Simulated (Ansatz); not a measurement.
Ca2As in space group I4/mmm (No. 139; Ca on 4c, Ca on 4e, As on 4e), PBE (plane waves, PAW; program Ansatz), all energies at zero smearing, with the estimated change up to a 700 eV cutoff added, with one set of potentials and settings (totals compare only within such a set). Cell of 6 atoms (4 Ca, 2 As): -16985.405 eV.

| element | reference phase | E (eV/atom) |
|---|---|---|
| Ca | Fm-3m, 1 atoms in the cell | -1816.8597 |
| As | R-3m, 2 atoms in the cell | -4856.1377 |

Formation energy per atom, worked out: (-16985.405 − 4×(-1816.8597) − 2×(-4856.1377))/6 = -0.948 eV/atom (-92 kJ per mol of atoms), at 0 K, without zero-point energy or fitted corrections.

The workflow started from an entry of the Crystallography Open Database (COD). Its standing as an ambient phase is unchecked. Symmetry was held in the PBE relaxation; its stability against distortions is not shown here. The references are the lowest solids computed at this level, not always the standard phases.

Potentials: the later of the program's two PAW sets.
